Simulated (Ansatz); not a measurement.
**W: clamped-ion strain scan**

These are results of DFT PBEsol, scalar-relativistic, plane waves, PAW (Ansatz 0.2.0), not measurements. The runs took a 420 eV cutoff, a Γ-centred 26×26×26 mesh and Gaussian smearing (0.15 eV). Spin–orbit coupling is left out, which can shift energies with elements as heavy as these. No spin polarisation. Energies are free energies at this smearing, counted from the undisturbed cell; pressure is positive in compression.

Reference structure (relaxed at this level; with this scan's settings it stands at -0.1 GPa):

```yaml
crystal:
  lattice:
    - [-1.57718, 1.57718, 1.57718]
    - [1.57718, -1.57718, 1.57718]
    - [1.57718, 1.57718, -1.57718]
  atoms:
    - { symbol: W, position: [0.00000, 0.00000, 0.00000] }
```

The cell is strained by ε times the Voigt pattern (0, 1, 0, 0, 0, 0) (xx, yy, zz, yz, xz, xy; engineering shear) with fractional coordinates fixed. The cell is metallic on the mesh throughout.

| ε | ΔE (meV/atom) | stress summed along the pattern (GPa, tension positive) | pressure (GPa) |
| --- | --- | --- | --- |
| -0.1000 | 331.8 | -74.45 | 44.2 |
| -0.0750 | 177.0 | -52.23 | 30.6 |
| -0.0500 | 74.2 | -32.17 | 18.9 |
| -0.0250 | 17.4 | -14.71 | 8.6 |
| 0.0000 | 0.0 | 0.11 | -0.1 |
| 0.0250 | 16.0 | 12.60 | -7.6 |
| 0.0500 | 60.0 | 22.99 | -13.9 |
| 0.0750 | 127.1 | 31.52 | -19.4 |
| 0.0875 | 167.9 | 35.10 | -21.9 |
| 0.1000 | 212.9 | 38.23 | -24.1 |